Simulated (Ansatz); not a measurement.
**Pt3Pb: reading a single point**

```
CELL_PARAMETERS angstrom
4.09093 0.00000 0.00000
0.00000 4.09093 0.00000
0.00000 0.00000 4.09093
ATOMIC_POSITIONS crystal
Pt 0.00000 0.50000 0.50000
Pt 0.50000 0.00000 0.50000
Pt 0.50000 0.50000 0.00000
Pb 0.00000 0.00000 0.00000
```

Method: r2SCAN, no spin polarisation; PAW, plane waves to 500 eV, 8×8×8 Γ-centred mesh, fermi-dirac occupations (width 0.1 eV) (Ansatz 0.2.0), atoms fixed.

What is the formation energy?

-0.12 eV an atom against the elements' usual phases (free molecules for gases, crystals otherwise, with no correction for O₂ or N₂), so it is bound against them; other compounds may still compete. Relaxing would lower it.

What does the stress say?

The pressure is 0.4 GPa (compression positive), so with the atoms held at these fractions the cell is close to zero pressure.

Metal or insulator?

It is a metal, with about 0.94 states/eV a cell as the mean within 0.25 eV of the Fermi level, mostly Pt d (92 %).

Give the Bader charges.

Bader charges in e: Pt -0.32, Pb +0.96. In the mean Pb gives up most and Pt takes most, against the order of Pauling's electronegativities.

Describe some of the short contacts.

Pt–Pt at 2.89 Å: least valence density 0.31 e/Å³ and ELF 0.27 there. Pt–Pb at 2.89 Å: least valence density 0.29 e/Å³ and ELF 0.23 there. These are pseudo-fields; inside the PAW spheres they differ from the all-electron ones.

Origin: a database entry at a rescaled volume.
